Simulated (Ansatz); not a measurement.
Consider the following.

LaC (rock salt, Fm-3m), a = b = c = 5.431 Å, α = β = γ = 90.00°; the cell used has 2 atoms.

This is the PBE-relaxed structure.

Problem. All from the program Ansatz at the PBE level (PAW), unless another level is named. Estimate the electronic character.

Solution. metallic (no gap).

Problem. And the formation energy from the elements (no fitted shifts)?

Solution. 0.39 eV/atom.

Problem. Predict the density of states at the Fermi level.

Solution. 2.0 states/eV per atom (mean over ±0.08 eV).

Problem. What about the gap with spin–orbit coupling?

Solution. none (metallic).

The start of the workflow was typed in or built on a structure type; neither database checked (COD, Materials Project) lists it. Whether it is the stable phase at ambient conditions was not checked. The PBE relaxation kept the symmetry of its start; its stability against distortions is not shown here. Its formation energy is positive at this level, so the cell may be metastable or incomplete. The references are the lowest solids computed at this level, not always the standard phases. Spin–orbit coupling is left out wherever it is not named.

Potentials: the earlier of the program's two PAW sets.
